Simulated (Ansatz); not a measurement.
This cell of CaO (rock salt) is off equilibrium:

```yaml
crystal:
  lattice:
    - [0.00000, 2.41535, 2.41535]
    - [2.41535, 0.00000, 2.41535]
    - [2.41535, 2.41535, 0.00000]
  atoms:
    - { symbol: O, position: [0.01380, 0.01380, 0.98620] }
    - { symbol: Ca, position: [0.49449, 0.49449, 0.50551] }
```

These are PBE (plane waves to 420 eV, PAW, scalar-relativistic; Ansatz, a first-principles code) values and carry that method's errors. k mesh 12×12×12 (Γ-centred), Fermi-Dirac smearing 0.05 eV. Stress and pressure are positive under compression. CaO was relaxed with its symmetry unable to fall.

Q: What forces act on the atoms (eV/Å, Cartesian)?

A: 
| atom | Fx | Fy | Fz |
|---|---|---|---|
| O1 | 0.000 | 0.000 | -0.272 |
| Ca2 | 0.000 | 0.000 | 0.272 |

Q: Give the stress tensor in GPa and the pressure.

A: 
```
  -0.06     0.00     0.00
   0.00    -0.06     0.00
   0.00     0.00     1.16
```
The pressure, a third of the trace, is 0.35 GPa.

(For displaced atoms, the force is minus the slope of the energy, and its curvature is a force constant, which sets phonon frequencies.)
